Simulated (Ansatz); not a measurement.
Here is the system:

ScAg4:
```cif
data_Ag4Sc
_chemical_formula_sum 'Ag4 Sc1'
_space_group_name_H-M_alt 'P 1'
_space_group_IT_number 1
_cell_length_a 5.03604
_cell_length_b 5.03604
_cell_length_c 5.03604
_cell_angle_alpha 99.233
_cell_angle_beta 99.233
_cell_angle_gamma 132.773
loop_
_space_group_symop_operation_xyz
  'x, y, z'
loop_
_atom_site_label
_atom_site_type_symbol
_atom_site_fract_x
_atom_site_fract_y
_atom_site_fract_z
_atom_site_occupancy
Ag1 Ag 0.59960 0.19939 0.79899 1
Ag2 Ag 0.80061 0.59960 0.40021 1
Ag3 Ag 0.40040 0.80061 0.20101 1
Ag4 Ag 0.19939 0.40040 0.59979 1
Sc1 Sc 0.00000 0.00000 0.00000 1
```

This is the PBEsol-relaxed structure.

Q: All from PBEsol (plane waves, PAW; program Ansatz), unless another level is named. Predict the formation energy from the elements (no fitted shifts).

A: -0.24 eV/atom.

Q: What about the density of states at the Fermi level?

A: 0.35 states/eV per atom (mean over ±0.08 eV).

Q: And the gap with spin–orbit coupling?

A: none (metallic).

Space group I4/m. The workflow started from an entry of the Crystallography Open Database (COD). Its standing as an ambient phase is unchecked. The PBEsol relaxation kept the symmetry of its start; of distortions, only those at the zone centre were tested. No spin polarisation was allowed. The references are the lowest solids computed at this level, not always the standard phases. Scalar-relativistic: spin–orbit coupling is off unless named, which matters more the heavier the elements.

Potentials: the later of the program's two PAW sets.
